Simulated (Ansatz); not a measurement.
AlBO3 (space group R-3c)

```
CELL_PARAMETERS angstrom
      2.23765     1.29191     4.57921
     -2.23765     1.29191     4.57921
      0.00000    -2.58382     4.57921
ATOMIC_POSITIONS crystal
  Al 0.50000 0.50000 0.50000
  Al 0.00000 0.00000 0.00000
  B  0.75000 0.75000 0.75000
  B  0.25000 0.25000 0.25000
  O  0.75000 0.44126 0.05874
  O  0.25000 0.55874 0.94126
  O  0.05874 0.75000 0.44126
  O  0.94126 0.25000 0.55874
  O  0.44126 0.05874 0.75000
  O  0.55874 0.94126 0.25000
```

The slice is a (-1 1 0 4) plane (indices of the conventional cell) through the point (0.941, 0.250, 0.559) (fractional), spanned by u = [1 0 -1] and v = [1 -1 1] in vectors of this cell: u (4.48 Å) and v (6.90 Å, at 90° to u). It covers one period; positions are fractions (u, v).

Calculation: PBEsol (plane waves to 420 eV, PAW, scalar-relativistic; Ansatz, a program for electronic structure). k mesh 9×9×9. Near the nuclei the fields are pseudised (PAW); where an atom keeps semicore shells as valence, they peak there. AlBO3 was relaxed with its symmetry unable to fall.

Question: Around which element is the density of the lowest conduction band (whole band as if filled, smooth part) largest on this plane?

Answer: B. Mean over a disc round each atom, of radius 0.45 times the shortest bond: B 0.071, O 0.021, Al 0.007 e/Å³.

Question: Around which element is the density of the highest valence band (whole band, smooth part) largest on this plane?

Answer: O. Mean over a disc round each atom, of radius 0.45 times the shortest bond: O 0.017, B 0.005, Al 0.001 e/Å³.

Question: What is the ELF at the midpoint of the shortest B–O line in this plane (1.38 Å)?

Answer: 0.9.

Question: Sketch the density of the lowest conduction band (whole band as if filled, smooth part) on this plane as a map.

Answer: 
```
|2001585100000001|
|1003796200000011|
|0002442000000000|
|0001110000000000|
|0000000000000000|
|1000000000100000|
|0000000000000000|
|0000011100000000|
|0001343100000000|
|0002797200111000|
|0002585101210000|
|0000000000100000|
|0002585101210000|
|0002797200111000|
|0001343100000000|
|0000011100000000|
|0000000000000000|
|1000000000100000|
|0000000000000000|
|0001110000000000|
|0002442000000000|
|1003796200000011|
|2001585100000001|
|1000000000000000|
```
Scale: ten equal steps from 0.000 (start of '0') to 0.171 (end of '9'), in the order '0123456789'. Values: density of the lowest conduction band (whole band as if filled, smooth part) in e/Å³. The map has 16 points along u (one character each, u = 0 at the left) and 24 along v (v = 0 in the bottom row).
